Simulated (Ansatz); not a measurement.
# How much do the gradients of TiAl₃ depend on the method?

Cell: a computed structure from the Materials Project (it need not be an observed phase).

```cif
data_structure
_symmetry_space_group_name_H-M 'P 1'
_symmetry_Int_Tables_number 1
_cell_length_a 5.0625
_cell_length_b 5.0625
_cell_length_c 5.0625
_cell_angle_alpha 135.642
_cell_angle_beta 135.642
_cell_angle_gamma 64.535
_cell_volume 62.54
loop_
_atom_site_label
_atom_site_type_symbol
_atom_site_fract_x
_atom_site_fract_y
_atom_site_fract_z
_atom_site_occupancy
Ti1 Ti 0.00000 0.00000 0.00000 1
Al2 Al 0.50000 0.50000 0.00000 1
Al3 Al 0.75000 0.25000 0.50000 1
Al4 Al 0.25000 0.75000 0.50000 1
```

Atom numbers follow the list; atoms alike are taken as one site, whose name carries the number of the first.

First run. Level of theory: DFT, PBE, plane waves and PAW, scalar-relativistic, 420 eV cutoff, Γ-centred 12×12×12 k-points, Fermi–Dirac smearing 0.05 eV (Ansatz 0.2.0).

```json
{"site": "Ti", "atom": "1", "V_zz (10²¹ V/m²)": "-2.70", "η": "0.00"}
{"site": "Al2", "atom": "2", "V_zz (10²¹ V/m²)": "3.24", "η": "0.00"}
{"site": "Al3", "atom": "3", "V_zz (10²¹ V/m²)": "-0.99", "η": "0.00"}
```

Second run. The same atoms and settings, except that the functional is r2SCAN and the cutoff is 500 eV.

Question: Given the first result, estimate the second.

Answer: 

```tsv
site	atom	V_zz	η	change of V_zz
Ti	1	-2.47	0.00	+0.23
Al2	2	3.23	0.00	-0.01
Al3	3	-1.02	0.00	-0.03
```

The largest change of V_zz is on Ti, from -2.70 to -2.47. In per cent, |V_zz| changes by -8 on Ti, 0 on Al (all sites that start above 2).

With no gap above 0.1 eV, as in a metal, the gradients converge slowly in k; expect changes of a tenth or more on a denser mesh.
For the second run: With these PAW files V_zz is typically within 2 to 3 % of all-electron values, but misses above 10 % occur on Al.
